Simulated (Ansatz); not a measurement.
A distorted cell of GaSb (zinc blende):

```xyz
2
Lattice="0.0000 3.1068 3.1068 3.1068 0.0000 3.1068 3.1068 3.1068 0.0000" Properties=species:S:1:pos:R:3 pbc="T T T"
Sb     4.6601     4.6601     4.5521
Ga     0.0000     0.0000     0.0000
```

All values below come from PBE (plane waves to 420 eV, PAW, scalar-relativistic; Ansatz, a program for electronic structure). k mesh 11×11×11 (Γ-centred), Fermi-Dirac smearing 0.05 eV. The energy includes the smearing's −TS. Stress and pressure are positive under compression. With partly filled bands, energies and forces of such displacements shift with the k mesh and the smearing. At this level the bands of GaSb touch or barely overlap; measurements give the solid a gap. GaSb was relaxed with its symmetry unable to fall. Spin-orbit coupling is left out, though Sb is heavy.

Problem. What forces act on the atoms (eV/Å, Cartesian)?

Solution. 
```tsv
atom	Fx	Fy	Fz
Sb1	0.000	0.000	0.763
Ga2	0.000	0.000	-0.763
```

Problem. Give the stress tensor in GPa and the pressure.

Solution. 
```
    0.3     -1.8      0.0
   -1.8      0.3      0.0
    0.0      0.0      0.1
```
The pressure, a third of the trace, is 0.2 GPa.

Problem. In it atom 1 sits (0.000, 0.000, -0.108) Å away from its relaxed site. What is its energy relative to the relaxed cell?

Solution. 42 meV/cell.

(A displaced cell: forces are minus the slopes of the energy, force constants its curvatures, and phonons follow from these.)
